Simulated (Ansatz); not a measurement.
Single point in Ansatz 0.2.0 with r2SCAN, no spin polarisation. Cutoff 500 eV, PAW datasets, 8×8×8 Γ-centred k mesh, tetrahedron filling.

Computed maps in the lattice plane spanned by a (left to right, 4.06 Å, 12 points from zero) and b (bottom to top, 4.06 Å, 12 points from zero), 90° apart, at height 0.500 along c. The fields are smooth PAW ones with compensation charges, not the true ones near nuclei.

Valence density. Digits on a logarithmic scale: 0 up to 0.03 e/Å³, each further digit a factor of 1.6, 9 from 1.3 e/Å³ up:
```
569996555555
699999654445
699999654445
699999654445
569996555555
556665556665
555555569996
654445699999
654445699999
654445699999
555555569996
556665556665
```

ELF. Ten even steps from '0' (0.12) to '9' (0.99):
```
200200242124
005850021012
028982010001
005850021012
200200242124
420002420002
242124200200
021012005850
010001028982
021012005850
242124200200
420002420002
```

Q: The cell is LaHf2Co2. Which atoms lie within 0.2 Å of this plane, and where (fractions of a and b)?

A: Co at (0.75, 0.25), Co at (0.25, 0.75). The whole cell:
```xyz
5
Lattice="0.0000 4.0582 0.0000 4.0582 0.0000 0.0000 2.0291 2.0291 -5.7324" Properties=species:S:1:pos:R:3 pbc="T T T"
La    0.0000    0.0000    0.0000
Co    2.0291    4.0582   -2.8662
Co    4.0582    2.0291   -2.8662
Hf    2.0291    2.0291   -1.4331
Hf    4.0582    4.0582   -4.2993
```

Origin: a known structure type with other elements, at an estimated volume, so it need not be a known compound. Caveats: empty levels are not fully converged; no spin polarisation, so a magnetic state may lie lower; atoms or cell far from equilibrium; f levels without a U or exact exchange are poorly placed.
